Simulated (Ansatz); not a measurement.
RhPb (space group P6/mmm)

```
RhPb
1.0
    5.61858     0.00000     0.00000
   -2.80929     4.86583     0.00000
    0.00000     0.00000     4.40103
Rh Pb
3 3
Direct
  0.00000   0.50000   0.00000
  0.50000   0.00000   0.00000
  0.50000   0.50000   0.00000
  0.66667   0.33333   0.50000
  0.33333   0.66667   0.50000
  0.00000   0.00000   0.00000
```

The slice is a (-1 1 0 0) plane (indices of the conventional cell) through the point (0.000, 0.500, 0.000) (fractional), spanned by u = [001] and v = [110] in vectors of this cell: u (4.40 Å) and v (5.62 Å, at 90° to u). It covers one period; positions are fractions (u, v).

The numbers are results of LDA (plane waves to 420 eV, PAW, scalar-relativistic; Ansatz, a program for electronic structure), not measurements. k mesh 10×10×11. These are valence fields of a PAW run, semicore shells included where kept as valence: close to a nucleus they are smooth pseudo fields. RhPb is run without spin polarisation. RhPb was relaxed with its symmetry unable to fall. Spin-orbit coupling is left out, though Pb is heavy.

Task: What is the ELF at the midpoint of the shortest Rh–Rh line in this plane (2.81 Å)?

Result: 0.28.

Task: What is the valence density on the shortest Rh–Rh line in this plane (2.81 Å), at its midpoint?

Result: 0.31 e/Å³.

Task: Predict the map of the electron localisation function (ELF) on the slice.

Result: 
```
v \ u  0.00  0.14  0.27  0.41  0.55  0.68  0.82  0.95
-----  ----  ----  ----  ----  ----  ----  ----  ----
0.96      x  0.62  0.23  0.29  0.28  0.27  0.42     x
0.86   0.44  0.28  0.29  0.33  0.35  0.30  0.23  0.41
0.75   0.28  0.26  0.31  0.39  0.39  0.33  0.27  0.27
0.64   0.44  0.28  0.29  0.33  0.35  0.30  0.23  0.41
0.54      x  0.62  0.23  0.29  0.28  0.27  0.42     x
0.43      x  0.56  0.25  0.30  0.28  0.29  0.37     x
0.32   0.25  0.22  0.30  0.37  0.38  0.31  0.23  0.24
0.21   0.23  0.24  0.31  0.38  0.39  0.32  0.26  0.23
0.11   0.64  0.42  0.27  0.30  0.30  0.30  0.29  0.63
0.00      x  0.64  0.23  0.28  0.27  0.27  0.44     x
```

Values: electron localisation function (ELF). Points within 0.5 Å of a nucleus are blanked (x), as the pseudised field means little there.
